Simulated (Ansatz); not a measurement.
Ta₂N:
```xyz
9
Lattice="5.2642 0.0000 0.0000 -2.6321 4.5589 0.0000 0.0000 0.0000 4.9113" Properties=species:S:1:pos:R:3 pbc="T T T"
Ta     1.7557     3.0410     3.6963
Ta     0.8764     1.5179     1.2149
Ta     1.7528     0.0000     3.6963
Ta     3.5114     0.0000     1.2149
Ta    -0.8764     1.5179     3.6963
Ta    -1.7557     3.0410     1.2149
N      2.6321     1.5196     2.4556
N      0.0000     3.0393     2.4556
N      0.0000     0.0000     0.0000
```

Relaxed with PBEsol. Special points in fractions of this cell's reciprocal vectors: Γ (0.000, 0.000, 0.000); M (0.500, 0.000, 0.000); K (0.333, 0.333, 0.000); A (0.000, 0.000, 0.500); L (0.500, 0.000, 0.500); H (0.333, 0.333, 0.500); H2 (0.333, 0.333, -0.500).

List the band energies nearest the Fermi level at these points for DFT-PBEsol in the program Ansatz with PAW potentials.

In eV from the Fermi level; about four levels below and three above (degenerate sets whole), none deeper than 8.9 eV; points with the same levels are listed once.

```
k                          below                above
-  -----------------------------  -------------------
Γ  -0.48 -0.48 -0.38 -0.13 -0.13  0.71 0.71 1.75 1.75
M        -2.38 -2.12 -2.01 -1.42       0.37 0.57 0.94
K  -2.91 -2.91 -1.88 -1.88 -1.59       0.74 0.74 1.15
A  -1.76 -1.76 -1.42 -1.42 -1.00       0.62 0.62 0.82
L        -1.32 -1.26 -0.76 -0.11       0.14 0.16 0.68
H        -1.45 -1.45 -0.50 -0.50  0.79 0.88 1.38 1.38
```

Space group P-31m. The first step of the workflow began from a Materials Project structure, measured or hypothetical; the Crystallography Open Database copy checked does not list it. Whether it is the stable phase at ambient conditions was not checked. Symmetry was held in the PBEsol relaxation; whether a distortion lowers the energy is not shown. No spin polarisation was allowed. With an odd number of electrons in the cell and no spin polarisation, the count alone makes it a metal. Scalar-relativistic: spin–orbit coupling is off unless named, which matters more the heavier the elements.

Potentials: the earlier of the program's two PAW sets. The files were generated under PBE; for other functionals the program regenerates the frozen cores, and for LDA and PBEsol the local potential too.
